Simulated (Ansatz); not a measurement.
CrI$_{3}$ (BiI3 type, space group R-3)

```xyz
8
Lattice="3.4091 1.9682 6.4926 -3.4091 1.9682 6.4926 0.0000 -3.9365 6.4926" Properties=species:S:1:pos:R:3 pbc="T T T"
Cr     0.0000     0.0000     6.5026
Cr     0.0000     0.0000    12.9751
I     -2.2281    -0.0954     8.0470
I      1.1967    -1.8819     8.0470
I      1.0314     1.9773     8.0470
I      2.2281     0.0954    11.4307
I     -1.1967     1.8819    11.4307
I     -1.0314    -1.9773    11.4307
```

This relaxed cell (volume V₀) is scaled evenly in all directions, its shape held. The atoms relax within the cell's symmetry.

Level of theory: PBE-D3(BJ) (plane waves to 420 eV, PAW, scalar-relativistic; Ansatz, a first-principles code). k mesh 6×6×6 (Γ-centred), Fermi-Dirac smearing 0.05 eV. E stands for the smeared free energy. Compression counts positive. With the shape held, the modulus is that of even scaling; a crystal free to change shape is softer. CrI3 was relaxed with its symmetry unable to fall. Relaxed CrI3 ends ferromagnetic. Spin-orbit coupling is left out, though I is heavy. Other magnetic orders were not checked, so this need not be the ground state. ΔE is measured from the relaxed starting cell.

```csv
V (Å³/atom),ΔE (meV/atom)
30.713,withheld
31.040,5.4
31.366,3.4
31.693,1.8
32.020,0.8
32.347,0.2
32.673,0.0
33.000,0.2
33.327,0.7
33.654,1.6
33.980,2.8
34.307,4.3
34.634,6.1
```

Q: Fit a third-order Birch-Murnaghan form (E₀, V₀, B₀, B₀′ free) to the given rows and predict ΔE at V = 30.713.

A: Least squares on the 12 given rows: ΔE = E₀ + (9V₀B₀/16)·y²·[2 + (B₀′ − 4)y], y = (V₀/V)^(2/3) − 1, with V₀ = 32.676 Å³/atom, B₀ = 18.92 GPa (160.2 GPa = 1 eV/Å³; the term in eV is multiplied by 1000), B₀′ = 5.55, E₀ = -0.01 meV/atom; root-mean-square residual 0.02 meV/atom. At 30.713 the fit gives 8.0 meV/atom; the calculation gives 8.0 meV/atom, the same to the digits shown. For the pressure the fit gives 1.4 GPa against the computed 1.4 GPa.

(Under strain, the slope of the energy per volume gives the stress and its curvature an elastic modulus.)
